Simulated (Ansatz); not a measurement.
The calculation used Ansatz 0.2.0, DFT PBE, scalar-relativistic, plane waves, PAW. Settings: cutoff 420 eV, Γ-centred meshes spaced at most about 0.3 Å⁻¹, and about 0.25 Å⁻¹ or finer for metals (2π included), Gaussian smearing. No spin polarisation in the final relaxations.

Each of these unrelaxed guesses is relaxed in cell and atoms within its symmetry. A guess keeps its type if space group and coordination stay and the shape of the cell changes little (axis ratios within about 15 %, angles within 6°); the volume may change.

1. Sc2InN3

Space group P-3m1 (No. 164). a = 3.426 Å, b = 3.426 Å, c = 8.387 Å, α = 90.00°, β = 90.00°, γ = 120.00°
```csv
atom,site,symmetry,x,y,z
Sc,2d,3m.,0.3333,0.6667,0.6560
In,1a,-3m.,0.0000,0.0000,0.0000
N,2d,3m.,0.3333,0.6667,0.1659
N,1b,-3m.,0.0000,0.0000,0.5000
```

2. OsPdC4N4 (collinear spin from parallel moments)

Space group P-43m (No. 215). a = 5.881 Å, b = 5.881 Å, c = 5.881 Å, α = 90.00°, β = 90.00°, γ = 90.00°
```json
{"atom": "Pd", "site": "1a", "symmetry": "-43m", "x": "0.0000", "y": "0.0000", "z": "0.0000"}
{"atom": "Os", "site": "1b", "symmetry": "-43m", "x": "0.5000", "y": "0.5000", "z": "0.5000"}
{"atom": "C", "site": "4e", "symmetry": ".3m", "x": "0.1903", "y": "0.1903", "z": "0.1903"}
{"atom": "N", "site": "4e", "symmetry": ".3m", "x": "0.3051", "y": "0.3051", "z": "0.3051"}
```

3. Ta4O

Space group Im-3m (No. 229). a = 5.651 Å, b = 5.651 Å, c = 5.651 Å, α = 90.00°, β = 90.00°, γ = 90.00°
```csv
atom,site,symmetry,x,y,z
Ta,8c,.-3m,0.2500,0.2500,0.2500
O,2a,m-3m,0.0000,0.0000,0.0000
```

4. MgSn2O3

Space group R-3m:H (No. 166). a = 5.248 Å, b = 5.248 Å, c = 13.049 Å, α = 90.00°, β = 90.00°, γ = 120.00°
```tsv
atom	site	symmetry	x	y	z
Mg	3b	-3m	0.6667	0.3333	0.8333
Sn	6c	3m	0.0000	0.0000	0.8749
O	9e	.2/m	0.0000	0.5000	0.0000
```

Question: Which keep their type?

Answer: Guesses 1, 2 and 3 keep their type.

```json
{"guess": "1", "kept": "yes", "start group": "P-3m1", "end group": "P-3m1", "V start (Å³/atom)": "14.2", "V end": "12.0", "b/a and c/a, end over start": "1.00, 0.99", "nearest neighbours start": "In 6, N 6, Sc 6", "nearest neighbours end": "In 6, N 6, Sc 6"}
{"guess": "2", "kept": "yes", "start group": "P-43m", "end group": "P-43m", "V start (Å³/atom)": "20.3", "V end": "20.3", "b/a and c/a, end over start": "1.00, 1.00", "nearest neighbours start": "C 1, N 1, Os 4, Pd 4", "nearest neighbours end": "C 1, N 1, Os 4, Pd 4"}
{"guess": "3", "kept": "yes", "start group": "Im-3m", "end group": "Im-3m", "V start (Å³/atom)": "18.0", "V end": "17.0", "b/a and c/a, end over start": "1.00, 1.00", "nearest neighbours start": "O 8, Ta 2", "nearest neighbours end": "O 8, Ta 2"}
{"guess": "4", "kept": "no", "start group": "R-3m", "end group": "R-3m", "V start (Å³/atom)": "17.3", "V end": "15.2", "b/a and c/a, end over start": "1.00, 0.62", "nearest neighbours start": "Mg 6, O 6, Sn 16", "nearest neighbours end": "Mg 6, O 4, Sn 3"}
```

Neighbours count within 15 % of an atom's shortest distance; end groups are read at 0.02 Å (0.05 Å in metals).

These runs have no spin–orbit coupling, which can matter for Os and Ta. Cells relaxed within their symmetry can be saddle points.
